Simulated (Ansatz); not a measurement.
NaI:
```
NaI
1.0
    0.00000     3.23022     3.23022
    3.23022     0.00000     3.23022
    3.23022     3.23022     0.00000
Na I
1 1
Direct
  0.00000   0.00000   0.00000
  0.50000   0.50000   0.50000
```

Plane-wave PAW r²SCAN (Ansatz code) gives a gap of 4.45 eV without spin–orbit coupling, maximum at Γ, minimum at Γ.

Q: What happens when spin–orbit coupling is switched on?

A: The gap drops by 0.33 eV, to 4.12 eV; maximum at Γ, minimum at Γ.

Q: How large is the spin–orbit splitting of the valence top at Γ?

A: The fourfold level lies 1.06 eV above the split-off pair.

Q: Give the electron effective mass with spin–orbit coupling.

A: 0.28 mₑ (isotropic).

Q: Give the hole effective mass with spin–orbit coupling, band 1 of 2 at the edge.

A: 1.5 along [100], 2.5 along [110], 3.2 along [111] (mₑ).

Q: Give the hole effective mass with spin–orbit coupling, band 2 of 2 at the edge.

A: 0.49 along [100], 0.43 along [110], 0.42 along [111] (mₑ).

Space group Fm-3m (rock salt). The cell was relaxed with r²SCAN under the symmetry of its start.

Potentials: the later of the program's two PAW sets.
